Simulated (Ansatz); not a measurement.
Relaxed-ion elastic tensor of Pt (fcc (Cu type), Fm-3m) in GPa (Voigt order), PBEsol (plane waves, PAW; program Ansatz); density 21.54 g/cm³, 15.04 Å³ per atom.

```
 360   251   251   0.0   0.0   0.0
 251   360   251   0.0   0.0   0.0
 251   251   360   0.0   0.0   0.0
 0.0   0.0   0.0  87.7   0.0   0.0
 0.0   0.0   0.0   0.0  87.7   0.0
 0.0   0.0   0.0   0.0   0.0  87.7
```

Problem. Is the crystal mechanically stable?

Solution. Yes: the smallest eigenvalue of C is 87.7 GPa.

Problem. Work out the Voigt, Reuss and Hill averages.

Solution. K_V = 288, K_R = 288, K_H = 288; G_V = 74.3, G_R = 70.3, G_H = 72.3 GPa.

Problem. Give Young's modulus, Poisson's ratio, Pugh's ratio and the universal anisotropy index.

Solution. E = 9KG/(3K + G) = 200 GPa; ν = 0.38; K/G = 3.98 (ductile by the Pugh limit of 1.75); A_U = 5G_V/G_R + K_V/K_R − 6 = 0.28.

Problem. Estimate the sound speeds and the Debye temperature.

Solution. v_l = √((K + 4G/3)/ρ) = 4220 m/s, v_t = √(G/ρ) = 1830 m/s, mean 2070 m/s; Θ = (h/k)(3n/4πV)^(1/3) v_m = 250 K.

Problem. Give the Zener ratio and Young's modulus along [100], [110] and [111].

Solution. A = 2C44/(C11 − C12) = 1.62; 1/E = S11 − 2(S11 − S12 − S44/2)Γ with Γ = 0, 1/4, 1/3 gives 153, 210, 239 GPa.

Problem. Solve the Christoffel equation for the three sound speeds along [100], [110], [111].

Solution. Eigenvalues of C_ijkl n_j n_l equal ρv². In km/s, slowest first: [100] 2.02, 2.02, 4.09; [110] 1.59, 2.02, 4.27; [111] 1.74, 1.74, 4.33.

The PBEsol relaxation kept the symmetry of its start. No spin polarisation was allowed. As this level gives no gap, shear constants depend on the k-mesh and smearing (Fermi–Dirac, 0.1 eV here). On the denser mesh and wider smearing of the elastic run this cell carries a stress of 0.4 GPa. Spin–orbit coupling is left out wherever it is not named.

Potentials: the later of the program's two PAW sets.
